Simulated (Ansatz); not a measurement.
Bi₂Te₃ (Bi2Te3 type, space group R-3m)

```
CELL_PARAMETERS angstrom
      2.19356     1.26645    10.09527
     -2.19356     1.26645    10.09527
      0.00000    -2.53291    10.09527
ATOMIC_POSITIONS crystal
  Bi 0.40015 0.40015 0.40015
  Bi 0.59985 0.59985 0.59985
  Te 0.00000 0.00000 0.00000
  Te 0.20935 0.20935 0.20935
  Te 0.79065 0.79065 0.79065
```

Two coordinates are scanned: the volume, and the ratio of the stretch along z (the conventional c axis) to the stretch across it. Atoms keep their fractional coordinates.

Level of theory: PBE-D3(BJ) (plane waves to 420 eV, PAW, scalar-relativistic; Ansatz, a program for electronic structure). k mesh 9×9×9 (Γ-centred), Fermi-Dirac smearing 0.05 eV. Compression counts positive. As the atoms are clamped, bonds stretch with the cell, which overstates energies and stresses. Bi2Te3 was relaxed with its symmetry unable to fall. Spin-orbit coupling is left out, though Bi and Te are heavy.

Changes of σxx (GPa) from the point V/V₀ = 1.000, (c/a)/(c/a)₀ = 1.000 when one coordinate moves alone (two changes are said to add if the coupling is within 5 % of the smaller one, nearly so within 20 %):

```json
[
 {"point": "V/V₀ = 1.000, (c/a)/(c/a)₀ = 0.920", "change": "-0.676"},
 {"point": "V/V₀ = 1.000, (c/a)/(c/a)₀ = 0.960", "change": "-0.337"},
 {"point": "V/V₀ = 0.920, (c/a)/(c/a)₀ = 1.000", "change": "5.191"},
 {"point": "V/V₀ = 0.960, (c/a)/(c/a)₀ = 1.000", "change": "2.309"},
 {"point": "V/V₀ = 1.040, (c/a)/(c/a)₀ = 1.000", "change": "-1.850"},
 {"point": "V/V₀ = 1.080, (c/a)/(c/a)₀ = 1.000", "change": "-3.330"},
 {"point": "V/V₀ = 1.000, (c/a)/(c/a)₀ = 1.040", "change": "0.340"},
 {"point": "V/V₀ = 1.000, (c/a)/(c/a)₀ = 1.080", "change": "0.686"}
]
```

### Question
What is the change at V/V₀ = 0.920, (c/a)/(c/a)₀ = 0.960, where both move, and how far is it from the sum?

### Answer
The sum of the single changes is 5.191 + (-0.337) = 4.854; the calculation gives 4.902, so the coupling contributes 0.048 (under 20 % of the smaller single change, nearly additive).

### Question
Do the two effects add at V/V₀ = 0.920, (c/a)/(c/a)₀ = 0.920? Give the computed change.

### Answer
The sum of the single changes is 5.191 + (-0.676) = 4.515; the calculation gives 4.609, so the coupling contributes 0.094 (under 20 % of the smaller single change, nearly additive).

### Question
Do the two effects add at V/V₀ = 1.040, (c/a)/(c/a)₀ = 1.080? Give the computed change.

### Answer
The sum of the single changes is -1.850 + (0.686) = -1.164; the calculation gives -1.136, so they add (within 5 % of the smaller single change).

(Under strain, the slope of the energy per volume gives the stress and its curvature an elastic modulus.)
